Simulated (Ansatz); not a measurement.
**Question.** Name crystals whose computed values (DFT-r²SCAN in the program Ansatz with PAW potentials) fall in these windows: B₀ by P(V) fit (GPa) 51 to 63; gap (eV) 1.4 to 1.8.

**Answer.** 

| crystal | B₀ by P(V) fit (GPa) | gap (eV) |
|---|---|---|
| CaC2, MoSi2 or CaC2 type | 58.2 | 1.66 |
| CdS, wurtzite | 60.3 | 1.63 |
| CdS, zinc blende | 60.5 | 1.54 |
| Zn3CdSe4, P-43m (Zn on 3c, Cd on 1a, Se on 4e) | 61.3 | 1.58 |
Others may fit too.

Standing as an ambient phase not checked: CaC2, MoSi2 or CaC2 type; Zn3CdSe4, P-43m (Zn on 3c, Cd on 1a, Se on 4e). Perhaps ordered models of mixed-site phases: Zn3CdSe4, P-43m (Zn on 3c, Cd on 1a, Se on 4e). All cells were relaxed under the symmetry of their starts (and spin orders); stability against distortions was not tested throughout. Spin–orbit coupling is left out wherever it is not named.

Potentials: the later of the program's two PAW sets.
